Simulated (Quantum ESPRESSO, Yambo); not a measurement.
Quasiparticle gap of Rb2NaScF6

```
Rb2NaScF6
1.0
    0.00000     4.37453     4.37453
    4.37453     0.00000     4.37453
    4.37453     4.37453     0.00000
F Na Sc Rb
6 1 1 2
Cartesian
  2.04054   4.37453   4.37453
  6.70852   4.37453   4.37453
  4.37453   2.04054   4.37453
  4.37453   6.70852   4.37453
  4.37453   4.37453   2.04054
  4.37453   4.37453   6.70852
  4.37453   4.37453   4.37453
  0.00000   0.00000   0.00000
  6.56180   6.56180   6.56180
  2.18727   2.18727   2.18727
```

The geometry is that of Materials Project entry mp-1113669, symmetrised and not relaxed again.

Starting point: PBEsol (pw.x of Quantum ESPRESSO, ONCV potentials, without SOC). G0W0 in Yambo: 2×2×2 Γ-centred k mesh, bands 3 to 317 and a 8 Ry block in the screening, 317 bands in G with the Bruneval-Gonze terminator, plasmon pole fitted at 27.2 eV.

The PBEsol gap along the band path is 6.76 eV. The PBEsol gap between the mesh's edge points (Γ → Γ) comes out as 6.76 eV and the G0W0 gap between the same points is 10.29 eV.

| k point | band | E PBEsol (eV) | E QP (eV) | shift (eV) | Z |
|---|---|---|---|---|---|
| Γ | VB | 0.00 | -2.34 | -2.34 | 0.81 |
| Γ | CB | 6.76 | 7.95 | 1.19 | 0.89 |
| L | VB | -0.13 | -2.49 | -2.36 | 0.80 |
| L | CB | 7.01 | 9.95 | 2.94 | 0.82 |
| X | VB | -0.01 | -2.35 | -2.34 | 0.81 |
| X | CB | 7.00 | 9.95 | 2.96 | 0.82 |

Energies count from the PBEsol valence-band maximum.

Convergence of the G0W0 settings was not tested. The k mesh is coarse.

The structure is a Materials Project entry; no match was found in the copy of COD used, and its stability was not checked.
